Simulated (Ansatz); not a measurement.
The calculation used DFT PBE, scalar-relativistic, plane waves, PAW in Ansatz 0.2.0. Cutoff 420 eV, Γ-centred meshes of about 0.25 Å⁻¹ or finer for metals and 0.3 Å⁻¹ for insulators (2π included), Gaussian smearing. No spin polarisation.

All energies are static (0 K, no zero-point motion).

Compare these two cells of Mg3Sn3N, each relaxed at this level.

A.

```yaml
crystal:
  lattice:
    - [3.20634, 0.00000, 0.00000]
    - [0.00000, 3.20634, 0.00000]
    - [0.00000, 0.00000, 14.41204]
  atoms:
    - { symbol: Mg, position: [0.50000, 0.50000, 0.14475] }
    - { symbol: Mg, position: [0.50000, 0.50000, 0.85525] }
    - { symbol: Mg, position: [0.00000, 0.00000, 0.00000] }
    - { symbol: Sn, position: [0.00000, 0.00000, 0.70189] }
    - { symbol: Sn, position: [0.00000, 0.00000, 0.29811] }
    - { symbol: Sn, position: [0.50000, 0.50000, 0.50000] }
    - { symbol: N, position: [0.50000, 0.50000, 0.00000] }
```

B.

```yaml
crystal:
  lattice:
    - [8.06117, 0.00000, 0.00000]
    - [-4.03059, 6.98118, 0.00000]
    - [0.00000, 0.00000, 5.78995]
  atoms:
    - { symbol: Mg, position: [0.00000, 0.19423, 0.25000] }
    - { symbol: Mg, position: [0.80577, 0.00000, 0.75000] }
    - { symbol: Mg, position: [0.80577, 0.80577, 0.25000] }
    - { symbol: Mg, position: [0.19423, 0.19423, 0.75000] }
    - { symbol: Mg, position: [0.19423, 0.00000, 0.25000] }
    - { symbol: Mg, position: [0.00000, 0.80577, 0.75000] }
    - { symbol: Sn, position: [0.44100, 0.00000, 0.75000] }
    - { symbol: Sn, position: [0.44100, 0.44100, 0.25000] }
    - { symbol: Sn, position: [0.55900, 0.55900, 0.75000] }
    - { symbol: Sn, position: [0.00000, 0.55900, 0.25000] }
    - { symbol: Sn, position: [0.55900, 0.00000, 0.25000] }
    - { symbol: Sn, position: [0.00000, 0.44100, 0.75000] }
    - { symbol: N, position: [0.00000, 0.00000, 0.50000] }
    - { symbol: N, position: [0.00000, 0.00000, 0.00000] }
```

Task: Which would you expect to be lower, and how large is the difference?

Result: A is lower, by 29 meV/atom. A has space group P4/mmm (No. 123), 21.2 Å³/atom and no gap on its mesh; B has space group P6_3/mcm (No. 193), 23.3 Å³/atom and no gap. The denser one is the lower, and pressure would at first widen the difference. In A, Mg on a site of symmetry 4mm is surrounded by 1 N at 2.09 Å, 8 Mg at 3.08–3.21 Å and 4 Sn at 3.17 Å; around Sn on a site of symmetry 4mm lie 4 Mg at 3.17 Å, 4 Sn at 3.21 Å and 4 Sn at 3.69 Å; N is surrounded by 2 Mg at 2.09 Å and 4 Mg at 2.27 Å; 2 more sites not described. In B, Mg has 2 N at 2.13 Å, 2 Mg at 2.71 Å and 3 Sn at 2.94–3.09 Å; Sn has 3 Mg at 2.94–3.09 Å and 2 Sn at 3.05 Å; N has 6 Mg at 2.13 Å. Both come from trial cells of a structure search, whose lowest cell (R3m, 20.7 Å³/atom) lies 130 meV/atom below the lower of the two.

The k mesh leaves some 4 meV/atom of noise in the energy of each metallic cell. With atoms moved at random, A (by 27 meV/atom) fell into a lower structure. B had no clear such test and can be a saddle point. Some types were kept out of the candidates beforehand, so the set may lack a known form.
